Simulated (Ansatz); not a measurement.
Pt:
```
Pt
1.0
    0.00000     1.97009     1.97009
    1.97009     0.00000     1.97009
    1.97009     1.97009     0.00000
Pt
1
Direct
  0.00000   0.00000   0.00000
```

Relaxed with r²SCAN. Special points in fractions of this cell's reciprocal vectors: Γ (0.000, 0.000, 0.000); X (0.500, 0.000, 0.500); U (0.625, 0.250, 0.625); K (0.375, 0.375, 0.750); L (0.500, 0.500, 0.500); W (0.500, 0.250, 0.750).

**Question.** List the band energies nearest the Fermi level at these points for r²SCAN in the plane-wave PAW code Ansatz.

**Answer.** In eV from the Fermi level; about four levels below and three above (degenerate sets whole), none deeper than 8.9 eV; … stands for higher levels left out; points with the same levels are listed once.

| k | below | above |
|---|---|---|
| Γ | -3.84 -3.84 -3.84 -1.72 -1.72 | … |
| X | -7.14 -6.72 -0.06 | 0.51 0.51 1.99 |
| U | -5.52 -2.87 -1.39 -0.16 | 6.08 … |
| L | -7.42 -3.93 -3.93 -0.22 | 0.02 0.02 … |
| W | -5.71 -4.60 -4.60 -2.06 | 0.51 7.46 … |

Space group Fm-3m (fcc (Cu type)). Symmetry was held in the r²SCAN relaxation. No spin polarisation was allowed. Spin–orbit coupling is left out wherever it is not named.

Potentials: the later of the program's two PAW sets.
